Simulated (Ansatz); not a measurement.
**In: from a starting cell to a relaxed one**

The start is a relaxed In cell, doubled along one cell vector, shaken by Gaussian noise of σ = 0.08 Å a coordinate. Cell shape, volume and atoms are optimised at zero target pressure with PBE (plane waves to 420 eV, PAW, scalar-relativistic; Ansatz, an electronic-structure program). The first steps use a coarse 12×6×13 k-mesh.

Initial structure:
```
In
1.0
   -1.72621     1.72621     2.30347
    3.45243    -3.45243     4.60694
    1.72621     1.72621    -2.30347
In
2
Direct
  0.01862   0.00067   0.02339
  0.02492   0.49181   0.00085
```

What is the largest force in the starting geometry, and on which atom (counted from 1)?

0.12 eV/Å, on In1, In2 (atoms numbered as listed).

How much energy is released per atom?

0.01 eV/atom.

Does it find its way back to the structure it was made from?

It returns to the parent structure, I4/mmm (No. 139).

How do the shortest distances between atoms change?

The closest pairs of elements (up to four, under 3.6 Å), start → end: In–In 3.33 → 3.27 Å.

Final structure:

```cif
data_In2
_chemical_formula_sum 'In2'
_space_group_name_H-M_alt 'I4/mmm'
_space_group_IT_number 139
_space_group_name_Hall '-I 4 2'
_cell_length_a 3.26714
_cell_length_b 3.26714
_cell_length_c 5.14546
_cell_angle_alpha 90.000
_cell_angle_beta 90.000
_cell_angle_gamma 90.000
loop_
_atom_site_label
_atom_site_type_symbol
_atom_site_symmetry_multiplicity
_atom_site_Wyckoff_symbol
_atom_site_fract_x
_atom_site_fract_y
_atom_site_fract_z
_atom_site_occupancy
In1 In 2 a 0.00000 0.00000 0.00000 1
```
(The calculation used a cell of 1 atom; values per cell refer to that cell.)

Final values are on a 17×17×17 k-mesh of the relaxed cell. No spin polarisation in the result.

The run could not lose the symmetry of its start.
